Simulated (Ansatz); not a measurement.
YPb₂:
```
CELL_PARAMETERS angstrom
      2.25909    -8.44299     0.00000
      2.25909     8.44299     0.00000
      0.00000     0.00000     4.48691
ATOMIC_POSITIONS crystal
  Y  0.09693 0.90307 0.75000
  Y  0.90307 0.09693 0.25000
  Pb 0.56578 0.43422 0.25000
  Pb 0.43422 0.56578 0.75000
  Pb 0.25182 0.74818 0.25000
  Pb 0.74818 0.25182 0.75000
```

Relaxed with r²SCAN. Special points in fractions of this cell's reciprocal vectors: Γ (0.000, 0.000, 0.000); Y (-0.500, 0.500, 0.000); C0 (-0.268, 0.732, 0.000); Σ0 (0.268, 0.268, 0.000); Z (0.000, 0.000, 0.500); A0 (0.268, 0.268, 0.500); E0 (-0.268, 0.732, 0.500); T (-0.500, 0.500, 0.500); S (0.000, 0.500, 0.000); R (0.000, 0.500, 0.500).

### Question
List the band energies nearest the Fermi level at these points for r²SCAN (plane waves, PAW; program Ansatz).

### Answer
In eV from the Fermi level; about four levels below and three above (degenerate sets whole), none deeper than 8.9 eV; points with the same levels are listed once.

```json
[
 {"k": "Γ", "below": "-1.08 -0.90 -0.89 -0.49", "above": "0.80 2.32 2.49"},
 {"k": "Y", "below": "-0.97 -0.87 -0.59 -0.13", "above": "0.89 1.76 2.03"},
 {"k": "C0", "below": "-1.96 -1.78 -0.28 -0.23", "above": "0.36 0.81 1.05"},
 {"k": "Z", "below": "-1.17 -1.17 -0.13 -0.13", "above": "1.04 1.04 1.10 1.10"},
 {"k": "A0", "below": "-2.03 -2.03 -0.92 -0.92", "above": "2.28 2.28 3.18 3.18"},
 {"k": "T", "below": "-1.67 -1.67 -1.03 -1.03", "above": "0.47 0.47 0.55 0.55"},
 {"k": "S", "below": "-1.80 -1.41 -0.53 -0.21", "above": "0.49 0.75 0.87"},
 {"k": "R", "below": "-1.84 -1.84 -0.99 -0.99", "above": "2.52 2.52 3.10 3.10"}
]
```

Space group Cmcm. The first step of the workflow began from a Materials Project structure, measured or hypothetical; the Crystallography Open Database files this formula in space group No. 63, but the cells were not matched. Whether it is the stable phase at ambient conditions was not checked. Symmetry was held in the r²SCAN relaxation; whether a distortion lowers the energy is not shown. No spin polarisation was allowed. Spin–orbit coupling is left out wherever it is not named.

Potentials: the later of the program's two PAW sets.
